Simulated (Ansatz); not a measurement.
Problem. Name crystals whose computed values (plane-wave PAW LDA (Ansatz code)) fall in these windows: Θ_D (K) 390 to 520; G_Hill (GPa) 110 to 160; highest Γ mode, no LO–TO term (cm⁻¹) 190 to 240.

Solution. 

```
crystal            Θ_D (K)  G_Hill (GPa)  highest Γ mode, no LO–TO term (cm⁻¹)
-----------------  -------  ------------  ------------------------------------
ZrRh3, Cu3Au type      459           130                                   222
TiRh3, Cu3Au type      514           150                                   232
TiRu, CsCl type        501           117                                   231
TiOs, CsCl type        441           145                                   238
HfRh3, Cu3Au type      421           134                                   216
```
Others may fit too.

Standing as an ambient phase not checked: ZrRh3, Cu3Au type; TiRh3, Cu3Au type; TiRu, CsCl type; TiOs, CsCl type; HfRh3, Cu3Au type. All cells were relaxed under the symmetry of their starts (and spin orders); stability against distortions was not tested throughout. Rows with no word on spin ran without spin polarisation. Scalar-relativistic: spin–orbit coupling is off unless named, which matters more the heavier the elements.

Potentials: the later of the program's two PAW sets.
